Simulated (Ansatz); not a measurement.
A relaxed cell of Cd3Se2S is given with its symmetry left out. The cell was found from a structure generator's guess, not taken from experiment.

Method: Ansatz 0.2.0, DFT PBE, scalar-relativistic, plane waves, PAW. Cutoff 420 eV, Γ-centred mesh, Gaussian smearing, no spin polarisation.

```cif
data_structure
_symmetry_space_group_name_H-M 'P 1'
_symmetry_Int_Tables_number 1
_cell_length_a 4.3156
_cell_length_b 4.3156
_cell_length_c 10.5861
_cell_angle_alpha 90.000
_cell_angle_beta 90.000
_cell_angle_gamma 120.000
_cell_volume 170.74
loop_
_atom_site_label
_atom_site_type_symbol
_atom_site_fract_x
_atom_site_fract_y
_atom_site_fract_z
_atom_site_occupancy
Cd1 Cd 0.00000 0.00000 0.00029 1
Cd2 Cd 0.33333 0.66667 0.65784 1
Cd3 Cd 0.66667 0.33333 0.34242 1
Se1 Se 0.33333 0.66667 0.91133 1
Se2 Se 0.00000 0.00000 0.25318 1
S1 S 0.66667 0.33333 0.58495 1
```

The zero of energy is the elements' standard structures at the same level; no fitted shifts are applied.

Problem. What space group does it have?

Solution. P3m1 (No. 156), with Se and S ordered on zinc blende sites. Conventional cell: a = 4.316 Å, c = 10.586 Å. Cd on its first site is surrounded by 4 Se at 2.66–2.68 Å; Cd on its second site has 3 S at 2.61 Å and 1 Se at 2.68 Å; Se on its first site has 4 Cd at 2.66–2.68 Å; around S lie 4 Cd at 2.57–2.61 Å; 2 more sites not described.

Problem. How far does it lie from the elements in energy?

Solution. −0.634 eV/atom. It lies below the elements, which doesn't yet make it stable against other compounds or structures.

Problem. Is it a metal?

Solution. No, the gap on the 12×12×4 mesh is 0.56 eV.

The last run used a 12×12×4 mesh (in the run's order of axes) for its 6-atom cell and Gaussian smearing of 0.02 eV. Kohn–Sham gaps at this level usually fall short of measured ones. The reference forms of S and Se are held partly by dispersion forces, which this level lacks. A later test with randomly moved atoms came back to the same energy, though modes that don't fit the test's cell weren't probed.
